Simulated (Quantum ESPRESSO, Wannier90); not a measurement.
HfPbO$_{3}$ (cubic perovskite), plane waves to Wannier functions

```
begin unit_cell_cart
ang
    4.1554800000    0.0000000000    0.0000000000
    0.0000000000    4.1554800000    0.0000000000
    0.0000000000    0.0000000000    4.1554800000
end unit_cell_cart
begin atoms_frac
Hf   0.5000000000  0.5000000000  0.5000000000
Pb   0.0000000000  0.0000000000  0.0000000000
O    0.0000000000  0.5000000000  0.5000000000
O    0.5000000000  0.0000000000  0.5000000000
O    0.5000000000  0.5000000000  0.0000000000
end atoms_frac
```

Structure: Materials Project mp-22535, symmetrised, not relaxed again. Not found in the COD (Crystallography Open Database) copy used, which has the formula in other groups; not checked further. Method: PBEsol plane waves in Quantum ESPRESSO 7.5 (PseudoDojo norm-conserving files, 68 Ry, no spin polarisation, no spin-orbit coupling), Bloch states on a 6×6×6 mesh through Γ, Wannier90 4.0.1. Density: 8×8×8 mesh, cold smearing 0.01 Ry. Spin-orbit coupling is left out although heavy elements are present.

Bands 5-12 form an isolated set from -16.94 to -14.94 eV relative to the valence-band maximum (on the path) and are turned into 8 Wannier functions by minimising the spread from the start: atomic waves O 2s, Pb 5d.

Question: Where do the functions sit, how wide are they and what are they made of?

Answer: 
```tsv
functions	spread (Å²)	nearest atom, distance (Å)	second atom, distance (Å)	weight on atomic waves
2	0.57	Pb 0.00	O 2.94	Pb 5d 100 %
3	0.58	Pb 0.00	O 2.94	Pb 5d 100 %
3	0.71	O 0.00	Hf 2.08	O 2s 82 %, Hf 5d 8 %, Hf 6s 4 %
```

Ω_I = 4.99 Å², Ω_total = 5.00 Å²; the interpolated bands follow pw.x to 0.0 meV rms on the path. Only this start was tried; a symmetric start can stop on a saddle, and mixtures of these functions could lower the total by at most Ω_total − Ω_I.
